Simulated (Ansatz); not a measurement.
Values for one crystal, relaxed and computed with the program Ansatz at the LDA level (PAW); other levels are named.

| Item | Result |
|---|---|
| Volume per atom | 18.75 Å³ |
| Electronic character | metallic (no gap) |
| Zone-centre stability | no imaginary mode at Γ |
| Pressure derivative B′ | 3.6 |
| Formation energy from the elements (no fitted shifts) | -0.46 eV/atom |
| Bulk modulus (Birch–Murnaghan fit) | 118 GPa |
| Highest zone-centre frequency | 394 cm⁻¹ |

Pick the material that matches.
(A) AlCu3, Cu3Au type
(B) ZrIr, CsCl type
(C) TiAl3, Pmm2 (Ti on 1b, Al on 1d, Al on 1c, Al on 1a)
(D) ZrAl, Cmcm (Zr on 4c, Al on 4c)

D, ZrAl, Cmcm (Zr on 4c, Al on 4c)

The first step of the workflow began from a Materials Project structure, measured or hypothetical; the Crystallography Open Database copy checked does not list it. Its standing as an ambient phase is unchecked. The cell was relaxed with LDA under the symmetry of its start. No spin polarisation was allowed. As this level gives no gap, phonon frequencies hold no LO–TO term and depend on the k-mesh and smearing (Fermi–Dirac, 0.1 eV here). The references are the lowest solids computed at this level, not always the standard phases. Scalar-relativistic: spin–orbit coupling is off unless named, which matters more the heavier the elements.

Potentials: the later of the program's two PAW sets.
